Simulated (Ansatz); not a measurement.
TaW:
```
CELL_PARAMETERS angstrom
      0.00000     2.65657     2.65657
      2.65657     0.00000     2.65657
      2.65657     2.65657     0.00000
ATOMIC_POSITIONS crystal
  Ta 0.00000 0.00000 0.00000
  W  0.50000 0.50000 0.50000
```

Relaxed with PBEsol. Special points in fractions of this cell's reciprocal vectors: Γ (0.000, 0.000, 0.000); X (0.500, 0.000, 0.500); U (0.625, 0.250, 0.625); K (0.375, 0.375, 0.750); L (0.500, 0.500, 0.500); W (0.500, 0.250, 0.750).

Question: List the band energies nearest the Fermi level at these points for PBEsol (plane waves, PAW; program Ansatz).

Answer: In eV from the Fermi level; about four levels below and three above (degenerate sets whole), none deeper than 8.9 eV; points with the same levels are listed once.

```json
[
 {"k": "Γ", "below": "-3.53 -3.53 -3.20 -3.20 -3.20", "above": "5.76 5.76 5.76"},
 {"k": "X", "below": "-4.42 -2.53 -2.13 -0.24", "above": "1.45 1.45 2.94 2.94"},
 {"k": "U", "below": "-3.20 -2.58 -1.88 -1.61", "above": "0.57 2.64 2.97"},
 {"k": "L", "below": "-0.68 -0.68 -0.06 -0.06", "above": "1.08 1.08 1.89"},
 {"k": "W", "below": "-3.22 -3.22 -3.03 -2.98 -0.20", "above": "0.36 1.56 2.80"}
]
```

Space group Fm-3m (rock salt). The start of the workflow was typed in or built on a structure type; neither database checked (COD, Materials Project) lists it. Whether it is the stable phase at ambient conditions was not checked. The cell was relaxed with PBEsol under the symmetry of its start. At this level the phase is mechanically unstable. The run is not spin-polarised. Its formation energy is positive at this level, so the cell may be metastable or incomplete. Scalar-relativistic: spin–orbit coupling is off unless named, which matters more the heavier the elements.

Potentials: the earlier of the program's two PAW sets. The files were generated under PBE; for other functionals the program regenerates the frozen cores, and for LDA and PBEsol the local potential too.
